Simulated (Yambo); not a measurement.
Yambo run on CsLiWO4 (space group I-4, No. 82). The wavefunctions come from this Quantum ESPRESSO step (PBEsol, PseudoDojo standard norm-conserving files, scalar-relativistic):

```
&CONTROL
  calculation = 'nscf'
  pseudo_dir = './pseudo'
  outdir = './out'
/
&SYSTEM
  ibrav = 0
  nat = 7
  ntyp = 4
  ecutwfc = 84.0
  ecutrho = 336.0
  occupations = 'fixed'
  force_symmorphic = .true.
  nbnd = 227
/
&ELECTRONS
  conv_thr = 7.000000000000001e-09
  diago_full_acc = .true.
  diago_thr_init = 1e-08
/
ATOMIC_SPECIES
Li 6.9400 Li.upf
O 15.9990 O.upf
Cs 132.9055 Cs.upf
W 183.8400 W.upf
CELL_PARAMETERS angstrom
 -2.998535000000   2.998535000000   4.408440000000
  2.998535000000  -2.998535000000   4.408440000000
  2.998535000000   2.998535000000  -4.408440000000
ATOMIC_POSITIONS crystal
Li   0.750000000000   0.250000000000   0.500000000000
O   0.627000000000   0.421430000000   0.284250000000
O   0.578570000000   0.862820000000   0.205570000000
O   0.137180000000   0.342750000000   0.715750000000
O   0.657250000000   0.373000000000   0.794430000000
Cs   0.000000000000   0.000000000000   0.000000000000
W   0.500000000000   0.500000000000   0.000000000000
K_POINTS automatic
2 2 2 0 0 0
```

Yambo input:

```
rim_cut
gw0
dyson
el_el_corr
HF_and_locXC
ppa
em1d
RandQpts= 1000000
RandGvec= 1 Ry
EXXRLvcs= 84 Ry
VXCRLvcs= 336 Ry
Chimod= "HARTREE"
% BndsRnXp
 3 | 225 |
%
NGsBlkXp= 7 Ry
% LongDrXp
 1.0 | 1.0 | 1.0 |
%
PPAPntXp= 27.2114 eV
% GbndRnge
 1 | 225 |
%
GTermKind= "BG"
DysSolver= "n"
ExtendOut
% QPkrange
 1 | 1 | 25 | 26 |
 2 | 2 | 25 | 26 |
 3 | 3 | 25 | 26 |
 4 | 4 | 25 | 26 |
%
```

k points by index: 1 = Γ, 2 = X, 3 = N, 4 = Z.

Resulting energies as the program prints them:

```
#    K-point    Band    Eo [eV]    E [eV]    E-Eo [eV]    Vxc [eV]    Vnlxc [eV]    Sc|Eo [eV]    Sc|E [eV]    dSc/dw|Eo [eV]    Re(Z)    Im(Z)
#
    1    25    0.000000    -1.159442    -1.159442    -19.05009    -24.15773    3.632016    3.948205    -7.419926    0.785743    -0.001367
    1    26    4.496822    5.157909    0.661088    -6.805152    -3.232180    -2.823187    -2.911885    -3.650480    0.881715    -0.826745E-3
    2    25    -0.290535    -1.507858    -1.217324    -18.55196    -23.72187    3.622723    3.952591    -7.372869    0.786812    -0.001379
    2    26    4.815087    6.771691    1.956604    -16.14969    -10.86358    -2.942711    -3.329499    -5.378977    0.834951    -0.001055
    3    25    -0.022089    -1.181284    -1.159195    -19.02134    -24.14099    3.644281    3.960451    -7.421073    0.785717    -0.001370
    3    26    5.055371    7.212378    2.157007    -17.94787    -12.47717    -2.854045    -3.313693    -5.798363    0.824342    -0.001113
    4    25    -0.294500    -1.515277    -1.220777    -18.47454    -23.63062    3.604936    3.935300    -7.363057    0.787035    -0.001381
    4    26    4.800276    6.749198    1.948921    -16.11559    -10.81967    -2.961594    -3.346996    -5.380845    0.834903    -0.001057
```
(The two width columns are left out.) Convergence of these settings isn't established.

Spin-orbit coupling is not included.

Geometry of the Materials Project entry, not relaxed at this level.

The structure is a Materials Project entry; no match was found in the copy of COD used, and its stability was not checked.
